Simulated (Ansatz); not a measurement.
The slice is one period of a (1 -1 0 0) plane through atoms; its size isn't given.

These are PBE (plane waves to 420 eV, PAW, scalar-relativistic; Ansatz, a first-principles code) values and carry that method's errors. Near the nuclei the fields are pseudised (PAW); where an atom keeps semicore shells as valence, they peak there.

```
|.::-===----===-::|
|---==--::::--==--|
|++===-:....:-===+|
|**++=-.    .-=++*|
|##*+=-.    .-=+*#|
|%##*=-.    .-=*##|
|@%%*+-:.  .:-+*%%|
|@@%#*=-:..:-=*#%@|
|@@@%#+=-::-=+#%@@|
|@@@@#*=----=*#@@@|
|@@@@#*+=--=+*#@@@|
|@@@%#*+====+*#%@@|
|@@%%#*+====+*#%%@|
|%###*+==--==+*###|
|***++==----==++**|
|====----------===|
|:::::::::::::::::|
|.....::::::::....|
|    ..::::::..   |
|   ..:::--:::..  |
|....::------::...|
|::::---====---:::|
|----====++====---|
|--==++++++++++==-|
|--=++++++++++++=-|
|::=++*++++++*++=:|
|.:-=++++++++++=-:|
|..:=+++====+++=:.|
```
Scale: ten equal steps from -1.05 (start of ' ') to 0.24 (end of '@'), in the order ' .:-=+*#%@'. Values: log₁₀ of the valence density in e/Å³. The map has 17 points along u (one character each, u = 0 at the left) and 28 along v (v = 0 in the bottom row). The scale is logarithmic, as a density can span decades between atoms and voids.

```
|xxxx1122446666555555556666442211xx|
|xx22222233444433333333444433222222|
|6666554433332211111111223333445566|
|9999887755331100000000113355778899|
|9999998866331100000000113366889999|
|9999998866442200000000224466889999|
|9999998877553311000011335577889999|
|7777778877664422111122446677887777|
|xxxx5577777755332222335577777755xx|
|xxxxxx778888774433334477888877xxxx|
|xxxxxx778888775533335577888877xxxx|
|xxxx6688999988664444668899998866xx|
|4455778899998866333366889999887755|
|6677888888887755333355778888888877|
|6666777777775544222244557777777766|
|5555555555443333222233334455555555|
|2222222222222222222222222222222222|
|0000000011112222333322221111000000|
|0000000000112233444433221100000000|
|0000000011223344444444332211000000|
|0000001122334455555555443322110000|
|1111223344445555555555554444332211|
|2222334455666666666666666655443322|
|1122446677777777666677777777664422|
|1111336688888877777777888888663311|
|xx11336688888877777777888888663311|
|xxxx2255778888777777778888775522xx|
|xxxxxx336677777766667777776633xxxx|
```
Scale: ten equal steps from 0.06 (start of '0') to 0.93 (end of '9'), in the order '0123456789'. Values: electron localisation function (ELF). The map has 17 points along u (two characters each, u = 0 at the left) and 28 along v (v = 0 in the bottom row). Points within 0.4 Å of a nucleus are blanked (x), as the pseudised field means little there.

Which relaxed crystal do these maps come from?
A) CdSe (wurtzite)
B) SiC (wurtzite)
C) ZnO (wurtzite)

B, SiC (wurtzite). Atoms on the slice: Si at (0.00, 0.00); C at (0.00, 0.62)

All were relaxed with their symmetry unable to fall. The PAW data are Ansatz's earlier set.
